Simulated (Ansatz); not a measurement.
Q: Tc (hcp (Mg type), P6_3/mmc) is relaxed with the program Ansatz at the r²SCAN level (PAW). What lattice parameters of the conventional cell result?

A: a = 2.737 Å, c = 4.381 Å.

Symmetry was held in the r²SCAN relaxation. At this level the phase is dynamically unstable (imaginary phonons). The run is not spin-polarised. Axis ratios of metals converge slowly with the k-mesh, so a and c are less sure than the volume.

Potentials: the later of the program's two PAW sets.
